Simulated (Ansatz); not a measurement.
Cs$_{2}$AgF$_{4}$:
```
CELL_PARAMETERS angstrom
     -2.21500     2.21500     7.22720
      2.21500    -2.21500     7.22720
      2.21500     2.21500    -7.22720
ATOMIC_POSITIONS crystal
  F  0.15065 0.15065 0.00000
  F  0.84935 0.84935 0.00000
  Cs 0.35547 0.35547 0.00000
  Cs 0.64453 0.64453 0.00000
  F  0.50000 0.00000 0.50000
  F  0.00000 0.50000 0.50000
  Ag 0.00000 0.00000 0.00000
```

Relaxed with PBEsol. Special points in fractions of this cell's reciprocal vectors: Γ (0.000, 0.000, 0.000); X (0.000, 0.000, 0.500); P (0.250, 0.250, 0.250); N (0.000, 0.500, 0.000); M (0.500, 0.500, -0.500); S (0.273, 0.727, -0.273); S0 (-0.273, 0.273, 0.273); R (-0.047, 0.047, 0.500); G (0.500, 0.500, -0.047).

Q: List the band energies nearest the Fermi level at these points for PBEsol in the plane-wave PAW code Ansatz.

A: In eV from the Fermi level; about four levels below and three above (degenerate sets whole), none deeper than 8.9 eV; points with the same levels are listed once.

| k | below | above |
|---|---|---|
| Γ | -2.39 -2.39 -1.78 -1.78 -0.94 | 3.48 5.47 6.44 |
| X | -2.25 -1.56 -1.50 -1.45 | 0.05 0.45 5.29 |
| P | -2.29 -2.29 -1.55 -1.47 -1.47 | 0.04 0.45 5.60 5.60 |
| N | -1.90 -1.87 -1.75 -1.68 | 0.15 5.71 5.85 |
| M | -2.29 -2.29 -1.80 -1.80 -1.06 | 4.38 5.10 5.13 |
| S | -1.89 -1.89 -1.76 -1.69 | 0.12 5.53 6.12 |
| R | -2.25 -1.57 -1.51 -1.47 | 0.03 0.40 5.32 |

Space group I4/mmm. The workflow started from an entry of the Crystallography Open Database (COD). Whether it is the stable phase at ambient conditions was not checked. The cell was relaxed with PBEsol under the symmetry of its start; its stability against distortions is not shown here. No spin polarisation was allowed. With an odd number of electrons in the cell and no spin polarisation, the count alone makes it a metal. Spin–orbit coupling is left out wherever it is not named.

Potentials: the later of the program's two PAW sets.
